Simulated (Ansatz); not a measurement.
Bi$_{2}$LiTe$_{3}$:
```xyz
6
Lattice="4.5979 0.0000 0.0000 -2.2990 3.9819 0.0000 0.0000 0.0000 10.2340" Properties=species:S:1:pos:R:3 pbc="T T T"
Te     0.0000     2.6546     6.7427
Bi     2.2990     1.3273     8.4089
Te     0.0000     0.0000     0.0000
Bi     0.0000     2.6546     1.8251
Te     2.2990     1.3273     3.4913
Li     0.0000     0.0000     5.1170
```

Relaxed with r²SCAN+D4. Special points in fractions of this cell's reciprocal vectors: Γ (0.000, 0.000, 0.000); M (0.500, 0.000, 0.000); K (0.333, 0.333, 0.000); A (0.000, 0.000, 0.500); L (0.500, 0.000, 0.500); H (0.333, 0.333, 0.500).

**Question.** List the band energies nearest the Fermi level at these points for r²SCAN+D4 (plane waves, PAW; program Ansatz).

**Answer.** In eV from the Fermi level; about four levels below and three above (degenerate sets whole), none deeper than 8.9 eV; points with the same levels are listed once.

```
k                          below           above
-  -----------------------------  --------------
Γ        -1.51 -0.85 -0.28 -0.28  0.61 0.98 0.98
M        -2.88 -2.59 -2.15 -0.23  0.98 1.85 1.88
K  -3.23 -3.23 -2.48 -2.48 -2.44  0.28 1.48 1.48
A        -1.65 -0.64 -0.33 -0.33  0.56 1.16 1.16
L        -2.85 -2.12 -1.77 -0.04  0.27 0.94 1.87
H  -4.21 -4.21 -2.97 -1.43 -1.43  0.77 0.77 1.18
```

Space group P-3m1. The cell is a constructed one: a structure type filled with these elements; neither database checked (COD, Materials Project) lists it. Whether it is the stable phase at ambient conditions was not checked. The r²SCAN+D4 relaxation kept the symmetry of its start; its stability against distortions is not shown here. With an odd number of electrons in the cell and no spin polarisation, the count alone makes it a metal. Spin–orbit coupling is left out wherever it is not named.

Potentials: the later of the program's two PAW sets.
